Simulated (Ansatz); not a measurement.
A distorted cell of TiSi₂ (C54 type, space group Fddd):

```yaml
crystal:
  lattice:
    - [0.00000, 3.96004, 4.10376]
    - [2.30285, 0.00000, 4.10376]
    - [2.30285, 3.96004, 0.00000]
  atoms:
    - { symbol: Si, position: [0.66400, 0.33600, 0.66400] }
    - { symbol: Si, position: [0.33600, 0.66400, 0.33600] }
    - { symbol: Si, position: [0.58600, 0.91400, 0.58600] }
    - { symbol: Si, position: [0.91400, 0.58600, 0.91400] }
    - { symbol: Ti, position: [0.00000, 0.00000, 0.00000] }
    - { symbol: Ti, position: [0.25000, 0.25000, 0.25000] }
```

Level of theory: PBE (plane waves to 420 eV, PAW, scalar-relativistic; Ansatz, a first-principles code). k mesh 13×13×13 (Γ-centred), Fermi-Dirac smearing 0.05 eV. The energy includes the smearing's −TS. Stress and pressure are positive under compression. The PAW data are Ansatz's earlier set. TiSi2 is run without spin polarisation. TiSi2 was relaxed with its symmetry unable to fall.

Q: Give the stress tensor in GPa and the pressure.

A: 
```
   23.6      0.0      0.0
    0.0     20.6      0.0
    0.0      0.0     28.1
```
The pressure, a third of the trace, is 24.1 GPa.

Q: It is the relaxed cell scaled evenly to V/V₀ = 0.880, atoms relaxed where free. What is its energy relative to the relaxed cell?

A: 114 meV/atom.

(A scan under strain: stresses follow from slopes of the energy per volume, elastic moduli from its curvatures.)
